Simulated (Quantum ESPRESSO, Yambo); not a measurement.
AgCl (rock salt, space group Fm-3m, No. 225): one geometry, one set of PBEsol (Quantum ESPRESSO, PseudoDojo norm-conserving, 82 Ry, with spin-orbit coupling) orbitals, self-energies from Yambo (4×4×4 Γ-centred k mesh, bands 9 to 200 and a 10 Ry block in the screening, 200 bands in G with the Bruneval-Gonze terminator, plasmon pole fitted at 27.2 eV).

```
level                                                        gap L → Γ (eV)  direct gap at Γ (eV)
-----------------------------------------------------------  --------------  --------------------
PBEsol (Quantum ESPRESSO)                                              0.69                  3.20
exchange only (Hartree-Fock self-energy on PBEsol orbitals)               ?                     ?
static COHSEX@PBEsol                                                      ?                     ?
G0W0@PBEsol, plasmon pole                                              2.24                  4.94
```

**Question.** Complete the blanks.

**Answer.** 
- exchange only (Hartree-Fock self-energy on PBEsol orbitals), gap L → Γ (eV): 10.11
- exchange only (Hartree-Fock self-energy on PBEsol orbitals), direct gap at Γ (eV): 14.47
- static COHSEX@PBEsol, gap L → Γ (eV): 2.72
- static COHSEX@PBEsol, direct gap at Γ (eV): 5.47

Bare exchange has no screening and gives the widest gap; static COHSEX screens it but leaves out the frequency dependence, which G0W0 restores.

Nearest settings tried, and what they do to the gap: 4 Ry block (51 vectors against 169): -91 meV. Not varied: bands in G, bands in W, mesh. So the settings aren't converged at that level.

Geometry relaxed with PBEsol; primitive cell a = 3.852 Å, b = 3.852 Å, c = 3.852 Å, α = 60.00°, β = 60.00°, γ = 60.00°.
